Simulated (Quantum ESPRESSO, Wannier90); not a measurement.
## PbBrF (P4/nmm): Wannier90 run

```xyz
6
Lattice="4.1851 0.0000 0.0000 0.0000 4.1851 0.0000 0.0000 0.0000 7.6623" Properties=species:S:1:pos:R:3 pbc="T T T"
Pb     0.0000     2.0925    -1.4604
Pb     2.0925     0.0000     1.4604
Br     2.0925     0.0000    -2.6609
Br     0.0000     2.0925     2.6609
F      2.0925     2.0925     0.0000
F      0.0000     0.0000     0.0000
```

Structure: Materials Project mp-23008, symmetrised, not relaxed again. COD (Crystallography Open Database) has an entry of this formula and space group (matched by these alone). Computed values, not measurements, from PBEsol: Quantum ESPRESSO (norm-conserving PseudoDojo potentials, cutoff 68 Ry, spinors with spin-orbit coupling) on a Γ-centred 4×4×4 mesh, then Wannier90. Density: 8×8×4 mesh, cold smearing 0.01 Ry.

A tight-binding model is made by disentanglement and projection with no localisation steps (num_iter = 0), so the 48 orbitals stay atom-like: hydrogen-like Pb: s;p; Br: s;p; F: s;p, axes along x, y, z; frozen window up to 3.62 eV relative to the valence-band maximum. It follows pw.x to 2.8 meV rms for states up to 3.1 eV relative to the valence-band maximum. Matrix elements depend on this choice of orbitals and windows. Bands 5–12 (Pb 5d 99 %), 13–24 (Pb 5d 98 %) lie between the kept ones and are excluded.

Problem. What are the on-site energies relative to the valence-band maximum, and how fast do the hoppings decay?

Solution. 
```
atom                 orbitals  energy (eV)
----  -----------------------  -----------
Pb1                     s↑ s↓        -5.09
Pb1                   pz↑ pz↓         3.98
Pb1           px↑ px↓ py↑ py↓         4.15
Pb2                     s↑ s↓        -5.09
Pb2                   pz↑ pz↓         3.98
Pb2           px↑ px↓ py↑ py↓         4.15
Br3                     s↑ s↓       -13.09
Br3   pz↑ pz↓ px↑ px↓ py↑ py↓        -1.05
Br4                     s↑ s↓       -13.09
Br4   pz↑ pz↓ px↑ px↓ py↑ py↓        -1.05
F5                      s↑ s↓       -21.80
F5                    pz↑ pz↓        -3.60
F5            px↑ px↓ py↑ py↓        -3.57
F6                      s↑ s↓       -21.80
F6                    pz↑ pz↓        -3.60
F6            px↑ px↓ py↑ py↓        -3.57
```

| distance of the centres (Å) | largest modulus (eV) |
|---|---|
| 2–3 | 0.86 |
| 3–4 | 0.97 |
| 4–5 | 0.38 |
| 5–6 | 0.090 |
| 6–7 | 0.032 |
| 7–8 | 0.061 |

Effective spin-orbit constants λ of λ L·S, from the same-site elements px↑–py↑ (λ/2) and dx2-y2↑–dxy↑ (λ), where they are among the larger elements: Pb2 p 1.4 eV, Pb1 p 1.4 eV.
